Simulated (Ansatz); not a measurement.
HfCuSi₂ in space group P4/nmm (No. 129; Hf on 2c, Si on 2b, Si on 2c, Cu on 2a), DFT-PBE in the program Ansatz with PAW potentials, all energies at zero smearing, with the estimated change up to a 700 eV cutoff added, with one set of potentials and settings (totals compare only within such a set). Cell of 8 atoms (2 Hf, 4 Si, 2 Cu): -47240.088 eV.

| element | reference phase | E (eV/atom) |
|---|---|---|
| Hf | P6_3/mmc, 2 atoms in the cell | -15721.3637 |
| Si | Fd-3m, 2 atoms in the cell | -635.8096 |
| Cu | Fm-3m, 1 atoms in the cell | -6625.1757 |

Formation energy per atom, worked out: (-47240.088 − 2×(-15721.3637) − 4×(-635.8096) − 2×(-6625.1757))/8 = -0.471 eV/atom (-45 kJ per mol of atoms), at 0 K, without zero-point energy or fitted corrections.

The workflow started from a Materials Project entry (that database holds measured and hypothetical structures alike); the Crystallography Open Database copy checked does not list it. Whether it is the stable phase at ambient conditions was not checked. The cell was relaxed with PBE under the symmetry of its start; its stability against distortions is not shown here. The run is not spin-polarised. The references are the lowest solids computed at this level, not always the standard phases. Spin–orbit coupling is left out wherever it is not named.

Potentials: the later of the program's two PAW sets.
